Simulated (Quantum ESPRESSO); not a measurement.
# MgCa2ZnO4: input and log of a self-consistent run

Computed values, not a measurement. The program is pw.x of Quantum ESPRESSO 7.5 (plane-wave density functional theory). The cell is made up: 8 atoms on a rocksalt lattice, with randomly drawn elements, strain and displacements, not relaxed. PseudoDojo standard norm-conserving files (v0.5 for PBE, v0.4.1 for LDA and PBEsol) set the functional; there is no spin polarisation, spin-orbit coupling or dispersion term, and the masses in the input are unused placeholders.

Input:

```
&control calculation='scf', pseudo_dir='./dojo.nc.sr.pbe.v0_5.standard.upf', outdir='./o', disk_io='medium', tprnfor=.true., tstress=.true. /
&system ibrav=0, nat=8, ntyp=4, nbnd=43, ecutwfc=84.00895049, nosym=.true., tot_charge=0,
 occupations='smearing', smearing='fd', degauss=0.0018374661
/
&electrons conv_thr=7.350e-09, electron_maxstep=60, /
ATOMIC_SPECIES
Ca 1.0 Ca.upf
Mg 1.0 Mg.upf
O 1.0 O.upf
Zn 1.0 Zn.upf
CELL_PARAMETERS angstrom
4.6766 0.0031 -0.0108
0.0031 4.6804 -0.0137
-0.0108 -0.0137 4.5554
ATOMIC_POSITIONS angstrom
Mg 0.0658 0.012 0.0347
Ca 0.0555 2.366 2.3388
Zn 2.3506 -0.0858 2.2621
Ca 2.3954 2.2639 0.0362
O 2.3947 0.0621 -0.016
O 2.3059 2.2488 2.2115
O 4.7243 -0.0167 2.2598
O 4.6597 2.3506 -0.0647
K_POINTS automatic
4 4 4 1 1 1
```

The log is shortened where brackets say so; the opening notice, blank lines, dates and the lines on written files are dropped, and the path of the files is cut. It prints rydbergs, bohrs and kilobars, and counts compression as positive stress.

```
     Program PWSCF v.7.5
     Parallel version (MPI & OpenMP), running on       1 processor cores
     Number of MPI processes:                 1
     Threads/MPI process:                     1
     [start-up lines left out]
     bravais-lattice index     =            0
     lattice parameter (alat)  =       8.8375  a.u.
     unit-cell volume          =     672.8681 (a.u.)^3
     number of atoms/cell      =            8
     number of atomic types    =            4
     number of electrons       =        74.00
     number of Kohn-Sham states=           43
     kinetic-energy cutoff     =      84.0090  Ry
     charge density cutoff     =     336.0358  Ry
     scf convergence threshold =      7.3E-09
     mixing beta               =       0.7000
     number of iterations used =            8  plain     mixing
     Exchange-correlation= PBE
                           (   1   4   3   4   0   0   0)
     [axes and pseudopotential details left out]
   Cartesian axes
     site n.     atom                  positions (alat units)
         1        Mg     tau(   1) = (   0.0140700   0.0025660   0.0074199  )
         2        Ca     tau(   2) = (   0.0118676   0.5059216   0.5001055  )
         3        Zn     tau(   3) = (   0.5026287  -0.0183466   0.4837047  )
         4        Ca     tau(   4) = (   0.5122082   0.4840896   0.0077406  )
         5        O      tau(   5) = (   0.5120586   0.0132788  -0.0034213  )
         6        O      tau(   6) = (   0.4930705   0.4808608   0.4728849  )
         7        O      tau(   7) = (   1.0101968  -0.0035710   0.4832129  )
         8        O      tau(   8) = (   0.9963834   0.5026287  -0.0138348  )
     number of k points=    32  Fermi-Dirac smearing, width (Ry)=  0.0018
                       cart. coord. in units 2pi/alat
        k(    1) = (   0.1252153   0.1251935   0.1289995), wk =   0.0625000
        k(    2) = (   0.1258075   0.1259444   0.3856553), wk =   0.0625000
     [further k points left out]
     Dense  grid:    69967 G-vectors     FFT dimensions: (  54,  54,  54)
     Estimated max dynamical RAM per process >      96.53 MB
     Initial potential from superposition of free atoms
     starting charge      73.9892, renormalised to      74.0000
     Starting wfcs are   41 randomized atomic wfcs +    2 random wfcs
     total cpu time spent up to now is        6.6 secs
     per-process dynamical memory:    55.6 Mb
     Self-consistent Calculation
     iteration #  1     ecut=    84.01 Ry     beta= 0.70
     Davidson diagonalization with overlap
     ethr =  1.00E-02,  avg # of iterations =  7.1
     total cpu time spent up to now is       27.5 secs
     total energy              =    -823.63634543 Ry
     estimated scf accuracy    <       2.19760103 Ry
     iteration #  2     ecut=    84.01 Ry     beta= 0.70
     Davidson diagonalization with overlap
     ethr =  2.97E-03,  avg # of iterations =  4.2
     total cpu time spent up to now is       50.6 secs
     total energy              =    -823.88201080 Ry
     estimated scf accuracy    <       4.43527600 Ry
     iteration #  3     ecut=    84.01 Ry     beta= 0.70
     Davidson diagonalization with overlap
     ethr =  2.97E-03,  avg # of iterations =  3.4
     total cpu time spent up to now is       68.7 secs
     total energy              =    -824.72321595 Ry
     estimated scf accuracy    <       0.04203166 Ry
     iteration #  4     ecut=    84.01 Ry     beta= 0.70
     Davidson diagonalization with overlap
     ethr =  5.68E-05,  avg # of iterations =  8.0
     total cpu time spent up to now is       85.4 secs
     total energy              =    -824.74283124 Ry
     estimated scf accuracy    <       0.05328660 Ry
     iteration #  5     ecut=    84.01 Ry     beta= 0.70
     Davidson diagonalization with overlap
     ethr =  5.68E-05,  avg # of iterations =  2.0
     total cpu time spent up to now is      101.9 secs
     total energy              =    -824.74972704 Ry
     estimated scf accuracy    <       0.00320286 Ry
     [iterations 6 to 7 left out]
     iteration #  8     ecut=    84.01 Ry     beta= 0.70
     Davidson diagonalization with overlap
     ethr =  1.96E-07,  avg # of iterations =  2.0
     total cpu time spent up to now is      150.9 secs
     total energy              =    -824.75052083 Ry
     estimated scf accuracy    <       0.00001912 Ry
     iteration #  9     ecut=    84.01 Ry     beta= 0.70
     Davidson diagonalization with overlap
     ethr =  2.58E-08,  avg # of iterations =  3.3
     total cpu time spent up to now is      167.6 secs
     total energy              =    -824.75052458 Ry
     estimated scf accuracy    <       0.00000131 Ry
     iteration # 10     ecut=    84.01 Ry     beta= 0.70
     Davidson diagonalization with overlap
     ethr =  1.77E-09,  avg # of iterations =  4.1
     total cpu time spent up to now is      188.0 secs
     total energy              =    -824.75052498 Ry
     estimated scf accuracy    <       0.00000068 Ry
     iteration # 11     ecut=    84.01 Ry     beta= 0.70
     Davidson diagonalization with overlap
     ethr =  9.22E-10,  avg # of iterations =  2.0
     total cpu time spent up to now is      200.4 secs
     total energy              =    -824.75052506 Ry
     estimated scf accuracy    <       0.00000007 Ry
     iteration # 12     ecut=    84.01 Ry     beta= 0.70
     Davidson diagonalization with overlap
     ethr =  9.33E-11,  avg # of iterations =  3.2
     total cpu time spent up to now is      212.2 secs
     End of self-consistent calculation
     [lines on levels left out]
!    total energy              =    -824.75052508 Ry
     estimated scf accuracy    <          1.5E-09 Ry
     smearing contrib. (-TS)   =       0.00000000 Ry
     internal energy E=F+TS    =    -824.75052508 Ry
     The total energy is F=E-TS. E is the sum of the following terms:
     one-electron contribution =    -466.78786776 Ry
     hartree contribution      =     261.92667891 Ry
     xc contribution           =    -124.16093195 Ry
     ewald contribution        =    -495.72840428 Ry
     convergence has been achieved in  12 iterations
     Forces acting on atoms (cartesian axes, Ry/au):
     atom    1 type  2   force =    -0.00648435   -0.00191584   -0.00295277
     atom    2 type  1   force =    -0.01786553   -0.01580966   -0.03541521
     atom    3 type  4   force =    -0.00032679    0.01144636    0.00339839
     atom    4 type  1   force =    -0.00922383    0.03096138   -0.02955842
     atom    5 type  3   force =    -0.00602310   -0.04345353    0.00011118
     atom    6 type  3   force =     0.01938364    0.01427523    0.03171309
     atom    7 type  3   force =     0.00131763    0.00391047   -0.00269499
     atom    8 type  3   force =     0.01922234    0.00058560    0.03539874
     Total force =     0.095367     Total SCF correction =     0.000084
     Computing stress (Cartesian axis) and pressure
          total   stress  (Ry/bohr**3)                   (kbar)     P=      -17.98
  -0.00022133  -0.00000649   0.00000554          -32.56       -0.95        0.82
  -0.00000649  -0.00022073   0.00003268           -0.95      -32.47        4.81
   0.00000554   0.00003268   0.00007530            0.82        4.81       11.08
     init_run     :      5.85s CPU      6.50s WALL (       1 calls)
     electrons    :    197.14s CPU    205.55s WALL (       1 calls)
     forces       :      1.82s CPU      1.84s WALL (       1 calls)
     stress       :      6.99s CPU      7.05s WALL (       1 calls)
     [timing details left out]
     PWSCF        :   3m31.97s CPU   3m41.21s WALL
     JOB DONE.
```

In other units: free energy -11221.303 eV for the cell, pressure -1.80 GPa, largest force component 1.117 eV/Å. A rerun of a related cell, with the same atoms placed differently, at 1437 eV and a 6 x 6 x 6 mesh moved values by no more than 0.002 eV in energy, 0.04 GPa in stress and 0.003 eV/Å in force.